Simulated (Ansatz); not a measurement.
RhPb (CsCl type, Pm-3m), the program Ansatz at the PBEsol level (PAW), all energies at zero smearing, with the estimated change up to a 700 eV cutoff added, with one set of potentials and settings (totals compare only within such a set). Cell of 2 atoms (1 Pb, 1 Rh): -18095.720 eV.

```csv
element,reference phase,E (eV/atom)
Pb,"Fm-3m, 1 atoms in the cell",-11757.1693
Rh,"Fm-3m, 1 atoms in the cell",-6338.7923
```

Formation energy per atom, worked out: (-18095.720 − 1×(-11757.1693) − 1×(-6338.7923))/2 = 0.121 eV/atom (12 kJ per mol of atoms), at 0 K, without zero-point energy or fitted corrections.

A made-up cell: these elements were put on the sites of a structure type; neither database checked (COD, Materials Project) lists it. COD files the formula under space group No. 191. Whether it is the stable phase at ambient conditions was not checked. The cell was relaxed with PBEsol under the symmetry of its start; whether a distortion lowers the energy is not shown. No spin polarisation was allowed. The references are the lowest solids computed at this level, not always the standard phases. Spin–orbit coupling is left out wherever it is not named.

Potentials: the earlier of the program's two PAW sets. The files were generated under PBE; for other functionals the program regenerates the frozen cores, and for LDA and PBEsol the local potential too.
